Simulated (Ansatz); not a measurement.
Bi (hcp (Mg type), P6_3/mmc) under volume change, LDA (plane waves, PAW; program Ansatz), shape and atoms relaxed at each volume.

```json
[
 {"V (Å³/atom)": "26.828", "E − E(relaxed) (meV/atom)": "56.9", "P (GPa)": "7.52"},
 {"V (Å³/atom)": "27.712", "E − E(relaxed) (meV/atom)": "23.7", "P (GPa)": "4.57"},
 {"V (Å³/atom)": "28.596", "E − E(relaxed) (meV/atom)": "5.6", "P (GPa)": "2.08"},
 {"V (Å³/atom)": "29.481", "E − E(relaxed) (meV/atom)": "0.0", "P (GPa)": "0.00"},
 {"V (Å³/atom)": "30.365", "E − E(relaxed) (meV/atom)": "5.0", "P (GPa)": "-1.75"},
 {"V (Å³/atom)": "31.250", "E − E(relaxed) (meV/atom)": "18.8", "P (GPa)": "-3.22"},
 {"V (Å³/atom)": "32.134", "E − E(relaxed) (meV/atom)": "40.1", "P (GPa)": "-4.46"}
]
```

### Question
What does a third-order Birch–Murnaghan fit give for V₀, B₀ and B′?

### Answer
V₀ = 29.48 Å³/atom, B₀ = 63.6 GPa, B′ = 4.8.

The workflow started from an entry of the Crystallography Open Database (COD, 298 K), which files this formula under 2 space groups. It is not the phase usual at ambient conditions (space group No. 166). Symmetry was held in the LDA relaxation; whether a distortion lowers the energy is not shown. The volume moved by -72 % from the start of the relaxation. The volume fell by over 15 % from the filed cell, which may lack light atoms or belong to other conditions. Spin–orbit coupling is left out wherever it is not named.

Potentials: the later of the program's two PAW sets.
